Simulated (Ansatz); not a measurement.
Al (fcc, Cu type)

```xyz
1
Lattice="0.0000 2.0200 2.0200 2.0200 0.0000 2.0200 2.0200 2.0200 0.0000" Properties=species:S:1:pos:R:3 pbc="T T T"
Al     0.0000     0.0000     0.0000
```

The relaxed cell is deformed in two ways at once: its volume V is scaled, and at that volume it is stretched along z (the c axis of the conventional cell) so that c/a changes. Fractional atomic positions are held.

Calculation: PBE (plane waves to 420 eV, PAW, scalar-relativistic; Ansatz, a quantum-chemistry and plane-wave program). k mesh 20×20×20 (Γ-centred), Fermi-Dirac smearing 0.05 eV. Compression counts positive. With partly filled bands, the response to shear is sensitive to the k mesh, so small differences along c/a are uncertain. Al was relaxed with its symmetry unable to fall. The PAW data are Ansatz's earlier set. 

Task: What P (GPa) does the calculation give at all points of the grid V/V₀ = 0.960, 0.973, 0.987, 1.000, 1.013, 1.027, 1.040 by (c/a)/(c/a)₀ = 0.880, 0.920, 0.960, 1.000, 1.040, 1.080, 1.120?

Result: P (GPa), with V/V₀ across and (c/a)/(c/a)₀ down:

```csv
(c/a)/(c/a)₀ \ V/V₀,0.960,0.973,0.987,1.000,1.013,1.027,1.040
0.880,4.5,3.2,2.0,0.9,-0.1,-1.0,-1.9
0.920,4.0,2.7,1.5,0.4,-0.6,-1.5,-2.4
0.960,3.6,2.4,1.2,0.1,-0.9,-1.8,-2.7
1.000,3.4,2.2,1.1,0.0,-1.0,-1.9,-2.7
1.040,3.5,2.3,1.1,0.0,-1.0,-1.9,-2.7
1.080,4.0,2.7,1.5,0.4,-0.6,-1.6,-2.4
1.120,4.6,3.3,2.1,1.0,-0.1,-1.0,-1.9
```

(Under strain, the slope of the energy per volume gives the stress and its curvature an elastic modulus.)
